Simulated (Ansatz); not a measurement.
Field gradients at the nuclei in HfN under strain

The cell is an entry of the Crystallography Open Database (COD), relaxed with PBE at fixed cell and then changed (z stretched by 3 %, ions relaxed).

```
Hf N
1.0
     0.00000    2.25900    2.32677
     2.25900    0.00000    2.32677
     2.25900    2.25900    0.00000
Hf N
1 1
Direct
  0.00000 0.00000 0.00000
  0.50000 0.50000 0.50000
```

Atom numbers follow the list; atoms alike are taken as one site, whose name carries the number of the first.

Method: Kohn–Sham DFT in Ansatz, PBE, plane waves and PAW, scalar-relativistic, 420 eV cutoff, Γ-centred 18×18×18 k-points, Fermi–Dirac smearing 0.05 eV.

C_Q = eQV_zz/h, which is 24.18 MHz for Q = 1 b and V_zz = 10²¹ V/m²; η = (V_xx − V_yy)/V_zz.

Hf-179: I = 9/2, Q = 3793 mb; 14N: I = 1, Q = 20.44 mb. Nuclear quadrupole moments: year-2017 set (Pyykkö).

(1) Which values are expected at the nuclei?

Results:

(1) 

```csv
site,atoms (order as listed),first shell,V_zz (10²¹ V/m²),η,C_Q (MHz)
Hf,1,6 N at 2.26–2.33 Å,12.20,0.00,1119
N,2,6 Hf at 2.26–2.33 Å,0.97,0.00,0.479
```

An axis of threefold or higher order runs through Hf and N, so V_zz lies along it and η is zero.

The run finds no gap above 0.1 eV (a metal, or nearly one), so the gradients can move by 10 % or more with the k-mesh. Without spin–orbit coupling the gradients at and beside Hf can be off by some per cent, at some sites by more.

The relaxation (1 step) took 15 s of wall time (15 s of CPU time) and 0.63 GiB at its peak, on 1 thread of Intel Xeon Platinum 8488C (Sapphire Rapids) (x86_64; 16 cores open to the job, memory cap 3.0 GiB, no GPU), a shared host with a load of 0.3 a core.
